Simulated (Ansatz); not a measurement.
## Profile along the Cu–Cu line in Cu (fcc, Cu type)

Cu (fcc, Cu type)

```
Cu
1.0
    0.00000     1.81440     1.81440
    1.81440     0.00000     1.81440
    1.81440     1.81440     0.00000
Cu
1
Direct
  0.00000   0.00000   0.00000
```

Fields along a shortest Cu–Cu line of a {110} plane (2.57 Å), from Cu to Cu, interpolated on the slice's grid (step about 0.2 Å). These are PBE (plane waves to 420 eV, PAW, scalar-relativistic; Ansatz, a quantum-chemistry and plane-wave program) values and carry that method's errors. k mesh 22×22×22. Near the nuclei the fields are pseudised (PAW); where an atom keeps semicore shells as valence, they peak there. Cu is run without spin polarisation. Cu was relaxed with its symmetry unable to fall. The PAW data are Ansatz's earlier set.

| distance from Cu (Å) | valence electron density (e/Å³) | electron localisation function |
|---|---|---|
| 0.00 | 79.89 | x |
| 0.26 | 39.61 | x |
| 0.51 | 7.00 | 0.17 |
| 0.77 | 1.17 | 0.15 |
| 1.03 | 0.36 | 0.18 |
| 1.28 | 0.27 | 0.22 |
| 1.54 | 0.36 | 0.18 |
| 1.80 | 1.17 | 0.15 |
| 2.06 | 7.00 | 0.17 |
| 2.31 | 39.61 | x |
| 2.57 | 79.89 | x |

x: too close to a nucleus for the ELF to mean much.

Density on the Cu–Cu line (2.57 Å) at its midpoint: 0.27 e/Å³. ELF at that point: 0.2.
